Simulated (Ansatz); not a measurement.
Here is an unrelaxed guess for Ti7W.

Space group Im-3m (No. 229). a = 6.214 Å, b = 6.214 Å, c = 6.214 Å, α = 90.00°, β = 90.00°, γ = 90.00°
```
atom  site  symmetry       x       y       z
  Ti    6b    4/mm.m  0.5000  0.0000  0.0000
  Ti    8c      .-3m  0.2500  0.2500  0.7500
   W    2a      m-3m  0.0000  0.0000  0.0000
```

The calculation used DFT PBE, scalar-relativistic, plane waves, PAW (Ansatz 0.2.0). Settings: cutoff 420 eV, Γ-centred mesh 4×4×4 on the computed 8-atom cell, Gaussian smearing of 0.10 eV; no spin polarisation.

Energies over the elements count from the elements' standard structures at the same level, with no fitted energy shifts.

**Question.** Estimate its pressure, forces and energy as it stands.

**Answer.** The pressure is 18.0 GPa (it wants to expand), the largest force is 0.00 eV/Å (symmetry fixes the atoms), and the energy is +0.17 eV/atom against the elements. The shortest distance is 2.69 Å.

**Question.** Is it a good guess?

**Answer.** A fair one: relaxing gains under 0.1 eV/atom (the start's value is from the coarse mesh, so the gain is rough) in 9 ionic steps and ends at +0.09 eV/atom on the finer mesh. The symmetry stays Im-3m (No. 229). The volume per atom grows by 12.1 %, from 15.0 to 16.8 Å³. The shortest distance goes from 2.69 Å (Ti–W and Ti–Ti) to 2.79 Å (Ti–W and Ti–Ti). Conventional cell: a = 6.455 Å. Ti on a site of symmetry 4/mmm is surrounded by 8 Ti at 2.79 Å, 2 W at 3.23 Å and 4 Ti at 3.23 Å; Ti on a site of symmetry -3m is surrounded by 2 W at 2.79 Å, 6 Ti at 2.79 Å and 6 Ti at 3.23 Å; W is surrounded by 8 Ti at 2.79 Å and 6 Ti at 3.23 Å.

The last run used an 8×8×8 mesh for its 8-atom cell and Gaussian smearing of 0.10 eV. Spin–orbit coupling, which can matter for W, is left out. The relaxation can't lower the symmetry of the start, and the grade says only how near the guess is to its own end. Symmetry constrained the relaxation, so the result can be a saddle point.
